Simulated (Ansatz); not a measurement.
## Thermal properties of Al7Cu from its phonons

The calculation used DFT PBE, scalar-relativistic, plane waves, PAW (Ansatz). Settings: 420 eV plane-wave cutoff, Γ-centred 8×8×8 mesh, Fermi-Dirac smearing of 0.15 eV. No spin polarisation. Phonons by linear response, acoustic sum rule imposed.

The cell, relaxed at this level:
```
Al Cu
1.0
     0.00000    3.98202    3.98202
     3.98202    0.00000    3.98202
     3.98202    3.98202    0.00000
Al Cu
7 1
Direct
  0.50000 0.00000 0.00000
  0.00000 0.50000 0.50000
  0.00000 0.50000 0.00000
  0.50000 0.00000 0.50000
  0.00000 0.00000 0.50000
  0.50000 0.50000 0.00000
  0.00000 0.00000 0.00000
  0.50000 0.50000 0.50000
```

It was reached by relaxing an invented guess, and it needn't be the stable form of this composition. In a metal, frequencies and elastic constants depend on the k mesh and the smearing, soft modes and shear constants most.

Force constants from linear response on a 2×2×2 q mesh, interpolated to a fine mesh.

Phonon density of states, in bins of 5 cm⁻¹:
bin centre (cm⁻¹), share of modes (%) and a bar:
```
      2.5        0.0
      7.5        0.0
     12.5        0.0
     17.5        0.0
     22.5        0.0
     27.5        0.0
     32.5        0.1 #
     37.5        0.1 #
     42.5        0.1 #
     47.5        0.2 ##
     52.5        0.3 ##
     57.5        0.4 ####
     62.5        0.6 ######
     67.5        1.3 ############
     72.5        2.6 ########################
     77.5        3.2 ##############################
     82.5        3.2 #############################
     87.5        0.9 ########
     92.5        0.6 #####
     97.5        0.9 ########
    102.5        1.2 ###########
    107.5        1.7 ################
    112.5        1.7 ################
    117.5        1.1 ##########
    122.5        1.4 #############
    127.5        1.9 ##################
    132.5        2.3 #####################
    137.5        1.7 ################
    142.5        1.5 ##############
    147.5        1.3 ############
    152.5        1.2 ###########
    157.5        0.9 #########
    162.5        1.3 ############
    167.5        0.8 #######
    172.5        2.8 #########################
    177.5        3.3 ##############################
    182.5        2.9 ###########################
    187.5        2.2 #####################
    192.5        2.3 #####################
    197.5        2.8 ##########################
    202.5        2.4 ######################
    207.5        2.9 ##########################
    212.5        2.3 #####################
    217.5        1.9 #################
    222.5        1.3 ############
    227.5        1.4 #############
    232.5        1.6 ###############
    237.5        1.5 ##############
    242.5        1.9 ##################
    247.5        1.4 #############
    252.5        1.6 ###############
    257.5        1.2 ###########
    262.5        2.0 ###################
    267.5        2.5 #######################
    272.5        1.7 ################
    277.5        1.9 #################
    282.5        1.9 ##################
    287.5        1.0 #########
    292.5        0.6 #####
    297.5        1.0 #########
    302.5        1.4 #############
    307.5        2.1 ###################
    312.5        2.6 ########################
    317.5        2.4 ######################
    322.5        2.3 #####################
    327.5        1.8 #################
    332.5        1.3 ############
    337.5        0.9 #########
    342.5        0.4 ####
    347.5        0.0
```

Question: How much zero-point energy does an atom carry?

Answer: 37.0 meV.

Question: How large are the vibrational entropy and heat capacity at 300 K?

Answer: S = 3.56 k_B and C_V = 2.75 k_B per atom, 92 % of the Dulong–Petit value.

Question: Tabulate them against temperature.

Answer:
```csv
T (K),F_vib (meV/atom),S (k_B/atom),C_V (k_B/atom)
100,33.9,1.04,1.62
200,18.4,2.50,2.49
300,-7.9,3.56,2.75
400,-42.3,4.37,2.86
500,-82.8,5.02,2.91
600,-128.4,5.55,2.93
700,-178.2,6.00,2.95
800,-231.7,6.40,2.96
900,-288.4,6.75,2.97
1000,-347.9,7.06,2.98
```
